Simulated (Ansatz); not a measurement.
BaZrO$_{3}$:
```
CELL_PARAMETERS angstrom
      4.20497     0.00000     0.00000
      0.00000     4.20497     0.00000
      0.00000     0.00000     4.20497
ATOMIC_POSITIONS crystal
  O  0.00000 0.50000 0.50000
  O  0.50000 0.00000 0.50000
  O  0.50000 0.50000 0.00000
  Ba 0.00000 0.00000 0.00000
  Zr 0.50000 0.50000 0.50000
```

Relaxed with r²SCAN in the plane-wave PAW code Ansatz. Indices refer to the conventional cell of Pm-3m, a = b = c = 4.2050 Å, α = β = γ = 90.00°.

Task: Simulate the powder diffraction pattern (neutron, λ = 1.5401 Å; lines above 1 %) up to 2θ = 90°.

Result: Simulated powder pattern, neutron, λ = 1.5401 Å (kinematic, ideal powder, no thermal factors, coherent scattering alone; the 30 strongest lines at most, above 1 %, up to 2θ = 90°):

| 2θ (°) | d (Å) | I/Imax (%) | hkl |
|---|---|---|---|
| 21.10 | 4.205 | 25 | (100) |
| 30.02 | 2.973 | 17 | (110) |
| 36.99 | 2.428 | 43 | (111) |
| 42.97 | 2.102 | 92 | (200) |
| 48.35 | 1.881 | 21 | (210) |
| 53.30 | 1.717 | 12 | (211) |
| 62.39 | 1.487 | 100 | (220) |
| 66.65 | 1.402 | 16 | (221)+(300) |
| 70.77 | 1.330 | 7.9 | (310) |
| 74.80 | 1.268 | 42 | (311) |
| 78.75 | 1.214 | 49 | (222) |
| 82.64 | 1.166 | 9.9 | (320) |
| 86.50 | 1.124 | 13 | (321) |

The cell was relaxed with r²SCAN under the symmetry of its start; phonons on a q-mesh show weakly imaginary modes. No spin polarisation was allowed. Scalar-relativistic: spin–orbit coupling is off unless named, which matters more the heavier the elements.

Potentials: the later of the program's two PAW sets.
